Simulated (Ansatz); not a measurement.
YAu:
```yaml
crystal:
  lattice:
    - [3.58444, 0.00000, 0.00000]
    - [0.00000, 3.58444, 0.00000]
    - [0.00000, 0.00000, 3.58444]
  atoms:
    - { symbol: Au, position: [0.00000, 0.00000, 0.00000] }
    - { symbol: Y, position: [0.50000, 0.50000, 0.50000] }
```

Relaxed with r²SCAN.

**Question.** Which orbitals make up the states near the Fermi level in r²SCAN (plane waves, PAW; program Ansatz)?

**Answer.** Within 0.5 eV of the Fermi level: Y 4d 62 %, Y 5s 9 %, Au 5d 7 %, outside the projected shells 19 %. Projections are on Löwdin-orthogonalised atomic valence shells; empty p or d shells of many metals are not among them.

**Question.** Tabulate the density of states.

**Answer.** States/eV per cell of 2 atoms, in 0.25 eV bins, energy from the Fermi level.

```csv
E (eV),total,Au 5d,Y 4d,Au 6s
-7.85,0.02,0.00,0.00,0.01
-7.60,0.10,0.00,0.00,0.04
-7.35,0.15,0.00,0.00,0.07
-7.10,0.20,0.00,0.00,0.09
-6.85,0.26,0.01,0.01,0.12
-6.60,0.34,0.03,0.01,0.16
-6.35,0.49,0.07,0.03,0.22
-6.10,1.53,0.61,0.25,0.45
-5.85,3.24,1.98,0.43,0.62
-5.60,5.48,4.54,0.48,0.23
-5.35,6.05,5.33,0.46,0.11
-5.10,9.86,9.06,0.59,0.10
-4.85,8.13,7.58,0.30,0.16
-4.60,4.34,3.89,0.17,0.19
-4.35,1.79,1.41,0.12,0.16
-4.10,1.72,1.35,0.11,0.16
-3.85,0.78,0.38,0.12,0.20
-3.60,0.98,0.43,0.17,0.28
-3.35,1.45,0.64,0.29,0.44
-3.10,0.74,0.27,0.23,0.21
-2.85,0.29,0.07,0.12,0.08
-2.60,0.18,0.03,0.08,0.04
-2.35,0.18,0.02,0.07,0.02
-2.10,0.22,0.03,0.08,0.02
-1.85,0.29,0.03,0.12,0.02
-1.60,0.53,0.04,0.30,0.03
-1.35,0.87,0.06,0.53,0.03
-1.10,1.09,0.07,0.66,0.03
-0.85,1.20,0.09,0.70,0.03
-0.60,1.31,0.11,0.74,0.03
-0.35,1.27,0.10,0.72,0.03
-0.10,1.01,0.08,0.61,0.03
0.15,1.05,0.07,0.64,0.03
0.40,1.38,0.08,0.96,0.04
0.65,2.07,0.12,1.62,0.05
0.90,3.19,0.22,2.66,0.05
1.15,0.51,0.04,0.43,0.02
1.40,1.40,0.03,1.18,0.06
1.65,2.42,0.08,2.06,0.04
1.90,1.85,0.07,1.57,0.04
2.15,1.75,0.06,1.44,0.05
2.40,2.01,0.06,1.64,0.05
2.65,1.52,0.05,1.15,0.07
2.90,1.34,0.05,0.91,0.09
3.15,1.03,0.05,0.72,0.02
3.40,1.35,0.06,0.96,0.04
3.65,1.86,0.09,1.43,0.05
3.90,3.57,0.18,3.00,0.04
4.15,2.32,0.07,1.91,0.03
4.40,0.73,0.02,0.55,0.01
4.65,0.39,0.01,0.25,0.02
4.90,0.45,0.01,0.22,0.05
```

Space group Pm-3m (CsCl type). The workflow started from an entry of the Crystallography Open Database (COD). Its standing as an ambient phase is unchecked. The cell was relaxed with r²SCAN under the symmetry of its start; its stability against distortions is not shown here. No spin polarisation was allowed. Spin–orbit coupling is left out wherever it is not named.

Potentials: the later of the program's two PAW sets.
